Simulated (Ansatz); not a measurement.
Ir: energy along a strain

Ir, Fm-3m, a = 3.839 Å (as given, not relaxed at this level: -2.6 GPa). Ansatz: PBEsol, PAW, 420 eV, Γ-centred 22×22×22 mesh on 1 atom, Gaussian smearing 0.15 eV; no spin polarisation. Cell vectors (Å): 0.000 1.920 1.920; 1.920 0.000 1.920; 1.920 1.920 0.000. The cell is strained by x per cent times the pattern (0 0 1 0 0 0) in the order xx yy zz yz xz xy (engineering shears), with fractional coordinates held. y is the free energy over the start, V0 = 14.149 Å³/atom. Points with a strain past 8.5 % were computed too (3) and aren't used here.

| x (%) | y (meV/atom) |
| --- | --- |
| -7.50 | ? |
| -5.00 | 65.38 |
| -2.50 | 12.45 |
| 0.00 | 0.00 |
| 2.50 | 21.97 |
| 5.00 | 72.99 |
| 7.50 | 148.10 |

Fit y = c1 x + c2 x² + c3 x³ to the other rows, get the stiffness along the pattern, and predict the missing energy.

Least squares on the rows shown. y = 2.2199 x + 2.7685 x² − 0.057648 x³. The clamped-ion stiffness p·C·p = 2 × 27.68 eV × 160.2 / 14.149 Å³ = 627 GPa, which is C33 in these axes (C11 of the cubic crystal) (second derivative at the start, which stands under stress). At x = -7.50 the fit asked for gives 163.40 meV/atom. The run gave 165.35 meV/atom, so the fit is 1.95 meV/atom too low, 1.2 % of the span of the series, against an rms of 0.11 meV/atom on the fitted rows. The row lies outside the fitted range. With a term in x⁴ added, a fit to the same known rows predicts 165.34 meV/atom, so most of the miss is curvature that the known rows already hold.

Spin–orbit coupling is left out, which can shift energies with elements as heavy as these.